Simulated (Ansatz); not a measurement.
## HfPdSe2, before and after

The cell of HfPdSe2 is invented: random cell by space group and Wyckoff sites (P4/mmm, No. 123). Lengths were set from tabulated atomic sizes, so they are only a guess.

start.xyz

```xyz
4
Lattice="4.0260 0.0000 0.0000 0.0000 4.0260 0.0000 0.0000 0.0000 6.8728" Properties=species:S:1:pos:R:3 pbc="T T T"
Hf    2.0130    2.0130    3.4364
Pd    2.0130    2.0130    0.0000
Se    0.0000    0.0000    3.4364
Se    0.0000    0.0000    0.0000
```

Level of theory: DFT PBE, scalar-relativistic, plane waves, PAW in Ansatz 0.2.0. Cutoff 420 eV, Gaussian smearing, Γ-centred meshes. Cell and atoms relax first on a coarse mesh and then on a finer one. In between, the cell is made exact in the group found at 0.06 Å. In metals the finer mesh still leaves noise of several meV/atom or more. The steps can't lower the symmetry of their start. No spin polarisation in the relaxation; trial moments died out in a coarse test.

end.xyz

```xyz
4
Lattice="3.7789 0.0000 0.0000 0.0000 3.7789 0.0000 0.0000 0.0000 5.7500" Properties=species:S:1:pos:R:3 pbc="T T T"
Hf    1.8894    1.8894    2.8750
Pd    1.8894    1.8894    0.0000
Se    0.0000    0.0000    2.8750
Se    0.0000    0.0000    0.0000
```

The symmetry stays P4/mmm (No. 123). The volume per atom shrinks by 26.3 %, from 27.8 to 20.5 Å³. The shortest distance goes from 2.85 Å (Hf–Se and Pd–Se) to 2.67 Å (Hf–Se and Pd–Se). The ratio c/a of the conventional cell changes by a factor of 0.89. The energy falls by about 0.36 eV/atom (the start's value is from the coarse mesh).

For HfPdSe2, the volume per atom is 20.53 Å³. The density is 8.96 g/cm³ and the energy over the elements is −0.27 eV/atom. The gap on the 12×12×8 mesh of the 4-atom cell is 0 eV (a metal).

Energies over the elements count from the elements' standard structures at the same level, with no fitted energy shifts.

The last run used Gaussian smearing of 0.10 eV. Spin–orbit coupling, which can matter for Hf, is left out. The reference form of Se is held partly by dispersion forces, which this level lacks. A structure relaxed within its symmetry needn't be a true minimum. In all, the 3 runs took 6.1 min on 1 thread of Intel(R) Xeon(R) Processor @ 2.70GHz (shared host). Another cell of HfPdSe2 relaxed alike, in P-3m1, lies 0.56 eV/atom lower, so this cell isn't the stable form at this level.
